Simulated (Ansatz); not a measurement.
LaSb, DFT, PBEsol, PAW with Ansatz's default frozen-core files, scalar-relativistic (Ansatz 0.2.0), run on 1 thread of Arm Neoverse V2 on a shared host.

The cell is COD entry 1537613, as deposited and not checked against the literature; nothing was relaxed. The listed cell was then made from it by scaling, straining or moving an atom.

Command: `ansatz run input.yaml --threads 1 --pin off --max-ram 3072MiB --backend cpu --events-out ev --progress --plain --runs-dir out`

```yaml
crystal:
  lattice:
    - [0.0, 3.245, 3.3099]
    - [3.245, 0.0, 3.3099]
    - [3.245, 3.245, 0.0]
  atoms:
    - { symbol: La, position: [0.0, 0.0, 0.0] }
    - { symbol: Sb, position: [0.5, 0.5, 0.5] }
kpoints:
  mp_grid: { grid: [10, 10, 10] }
scf:
  occupations: { method: fermi_dirac, width: 0.05 }
hamiltonian:
  xc: pbesol
  pseudopotentials: { kind: paw }
output:
  forces: true
  stress: true
  eigenvalues: true
  efg: { contact_densities: true }
```

Question: How large is the problem that the program sets up?

Answer: 102 irreducible k-points, 1379 plane waves at Γ, 17 bands.

Question: About how long does it take, and how much memory does it use?

Answer: 8.8 s of wall time for 7 SCF iterations, with a peak of 0.48 GiB. Times on shared machines scatter by tens of per cent.

Question: And the same cell and mesh by all-electron PAW (datasets made for this crystal), asked for forces, stress, eigenvalues, efg, on the same hardware?

Answer: 19 s, peak memory 0.66 GiB.
